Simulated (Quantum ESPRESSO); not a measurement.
Band energies of RbIO₃

```
CELL_PARAMETERS angstrom
      3.18773     1.84044     2.62211
     -3.18773     1.84044     2.62211
      0.00000    -3.68087     2.62211
ATOMIC_POSITIONS crystal
  O  0.03653 0.60194 0.03653
  O  0.03653 0.03653 0.60194
  O  0.60194 0.03653 0.03653
  Rb 0.51564 0.51564 0.51564
  I  0.00105 0.00105 0.00105
```

LDA (Quantum ESPRESSO, PseudoDojo norm-conserving, 84 Ry, without SOC); path ΓLB1,BZΓX,QFP1Z,LP; energies in eV from the valence-band maximum.

| k (1/Å) | point | band 13 | band 14 | band 15 | band 16 | band 17 | band 18 | band 19 | band 20 |
|---|---|---|---|---|---|---|---|---|---|
| 0.00 | Γ | -1.50 | -1.21 | -1.21 | -1.20 | -1.04 | 5.31 | 6.83 | 6.83 |
| 0.46 |  | -1.77 | -1.43 | -1.29 | -1.05 | -1.00 | 4.87 | 6.35 | 6.45 |
| 0.70 | L | -1.82 | -1.37 | -1.32 | -1.07 | -1.02 | 4.24 | 6.36 | 6.57 |
| 0.89 |  | -1.75 | -1.45 | -1.29 | -1.01 | -0.83 | 4.12 | 5.98 | 6.43 |
| 1.48 |  | -2.28 | -1.11 | -0.96 | -0.55 | -0.08 | 2.97 | 3.13 | 4.46 |
| 1.67 | B1 | -2.32 | -0.92 | -0.92 | -0.51 | 0.00 | 2.77 | 2.77 | 4.13 |
| 1.67 | B | -2.32 | -0.92 | -0.92 | -0.51 | 0.00 | 2.77 | 2.77 | 4.13 |
| 1.68 | Z | -2.32 | -0.92 | -0.92 | -0.51 | 0.00 | 2.77 | 2.77 | 4.13 |
| 2.08 |  | -2.17 | -1.04 | -1.04 | -0.67 | -0.65 | 3.80 | 3.80 | 4.85 |
| 2.48 |  | -1.77 | -1.21 | -1.17 | -1.17 | -0.91 | 5.56 | 5.73 | 5.73 |
| 2.88 | Γ | -1.50 | -1.21 | -1.21 | -1.20 | -1.04 | 5.31 | 6.83 | 6.83 |
| 3.07 |  | -1.56 | -1.45 | -1.20 | -1.04 | -1.00 | 5.49 | 6.57 | 6.60 |
| 3.47 |  | -1.85 | -1.54 | -1.21 | -0.95 | -0.62 | 4.62 | 5.20 | 6.39 |
| 3.86 | X | -2.12 | -1.29 | -1.28 | -0.64 | -0.48 | 3.42 | 4.06 | 6.13 |
| 3.86 | Q | -2.12 | -1.29 | -1.28 | -0.64 | -0.48 | 3.42 | 4.06 | 6.13 |
| 3.86 | F | -2.13 | -1.29 | -1.28 | -0.64 | -0.48 | 3.42 | 4.06 | 6.13 |
| 4.09 |  | -2.18 | -1.23 | -1.18 | -0.62 | -0.37 | 3.26 | 3.83 | 5.53 |
| 4.55 | P1 | -2.32 | -0.92 | -0.92 | -0.51 | 0.00 | 2.77 | 2.77 | 4.13 |
| 4.55 | Z | -2.32 | -0.92 | -0.92 | -0.51 | 0.00 | 2.77 | 2.77 | 4.13 |
| 5.53 | L | -1.82 | -1.37 | -1.32 | -1.07 | -1.02 | 4.24 | 6.36 | 6.57 |
| 5.78 |  | -1.96 | -1.42 | -1.25 | -0.94 | -0.86 | 4.06 | 5.81 | 6.22 |
| 6.51 | P | -2.32 | -0.92 | -0.92 | -0.51 | 0.00 | 2.77 | 2.77 | 4.13 |

The LDA gap is direct, 2.77 eV at Z.

Without spin-orbit coupling, band edges of such heavy elements can be off by tenths of an eV.

Geometry of the Materials Project entry, not relaxed at this level.

The structure is a Materials Project entry; no match was found in the copy of COD used, and its stability was not checked.
